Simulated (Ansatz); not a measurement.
The cell below belongs to a search over invented structures; it isn't taken from experiment.

Input and command of a plane-wave DFT calculation in Ansatz:

```yaml
crystal:
  lattice:
    - [5.08684777, 0.0, 0.0]
    - [0.0, 5.08684777, 0.0]
    - [0.0, 0.0, 6.42589693]
  atoms:
    - { symbol: Zn, position: [0.0, 0.0, 0.5] }
    - { symbol: Te, position: [0.0, 0.5, 0.0] }
    - { symbol: Te, position: [0.5, 0.0, 0.0] }
    - { symbol: Te, position: [0.0, 0.0, 0.0] }
    - { symbol: P, position: [0.0, 0.5, 0.5] }
    - { symbol: P, position: [0.5, 0.0, 0.5] }
    - { symbol: Pt, position: [0.5, 0.5, 0.0] }
basis:
  ecutwfc: 420
kpoints:
  mp_grid: { grid: [3, 3, 3] }
hamiltonian:
  xc: pbe
scf:
  occupations: { method: gaussian, width: 0.2 }
  lower_state_search: "off"
output:
  forces: true
  stress: true
  eigenvalues: true
relax:
  adjacent_minimum: "off"
  f_tol: 0.08
  max_steps: 16
  cell: { stress_tol: 0.8 }
```

```bash
ansatz run input.yaml --threads 1 --pin off --max-ram 2560MiB --backend cpu --events-out ev --progress --plain --runs-dir out
```

Processor: Intel(R) Xeon(R) Processor @ 2.50GHz (Skylake/Cascade Lake), 1 thread, on a host shared with other jobs.

Problem. Estimate time, memory and problem size.

Solution. About 74 s, peak memory 0.5 GiB. It solves 53 bands at 6 k points (after reduction by symmetry) with about 3383 plane waves (on the last cell), in 51 SCF iterations over 7 ionic steps.
